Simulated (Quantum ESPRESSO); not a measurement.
# Planted mistakes on one cell of ZrSi2TiO8

These are calculations, not measurements. They come from pw.x of Quantum ESPRESSO 7.5, a plane-wave density functional program, with PseudoDojo standard norm-conserving files (v0.5 for PBE, v0.4.1 for LDA and PBEsol). The cells are made up: elements, strain and atom displacements were drawn at random, and nothing was relaxed. There is no spin polarisation, spin-orbit coupling or dispersion term.

The cell has 12 sites of a rutile lattice (two cells along c). Sites 1 to 4 hold Zr Si Si Ti; sites 5 to 12 hold O O O O O O O O. Cell vectors in Å: (4.544, 0.000, 0.000); (0.000, 4.544, 0.000); (0.000, 0.000, 5.864). Settings: PBE, cutoff 1143 eV, 5 x 5 x 4 k mesh shifted by half a step, Fermi-Dirac smearing of 0.025 eV.

The intended run has a self-consistency threshold of 1e-07 eV, a smearing term of 0.000 eV, a pressure of 8.93 GPa and 15 iterations. Each further run changes one thing: all lengths scaled by 1.0110; atoms of sites 2 and 4 exchanged; cutoff 634 eV; files of PBEsol; k mesh 1 x 1 x 1; one electron added; smearing 0.88 eV; threshold 0.05 eV. A coarse mesh keeps the shift, and a charged cell sits in a uniform background.

```
run,change of free energy (eV),smearing term -TS (eV),change of P (GPa),largest change of a force component (eV/Å),iterations
A,1.052,0.000,3.34,1.022,16
B,-0.122,0.000,-8.00,0.512,15
C,11.772,-0.004,25.21,0.483,15
D,8.984,0.000,-51.10,0.122,15
E,-0.043,0.000,-0.11,4.586,15
F,12.397,0.000,-6.37,0.136,15
G,0.028,0.000,-2.86,0.125,7
H,-1.538,-5.056,5.88,0.522,15
```

A rerun of the intended cell at 1467 eV and k mesh 7 x 7 x 6 moved values by no more than 0.003 eV in the cell's energy, 0.05 GPa in stress and 0.002 eV/Å in force.

Question: which change belongs to which run?

## Worked reading

Run G has the fewest iterations, as a run stopped early does. Run H has the largest smearing term, as wide smearing gives. Run D has a higher energy and the largest fall in pressure, as too small a basis gives. Run B changes the volume by a factor of 1.0334; minus its pressure change over the logarithm of that factor, 243 GPa, is a rough bulk modulus with clamped atoms. Energies from files of another functional, or of a charged cell, have another zero and say nothing on stability; the pressure of a charged cell rests on the program's zero of potential too.

## Key

| run | change |
| --- | --- |
| A | k mesh 1 x 1 x 1 |
| B | all lengths scaled by 1.0110 |
| C | one electron added |
| D | cutoff 634 eV |
| E | atoms of sites 2 and 4 exchanged |
| F | files of PBEsol |
| G | threshold 0.05 eV |
| H | smearing 0.88 eV |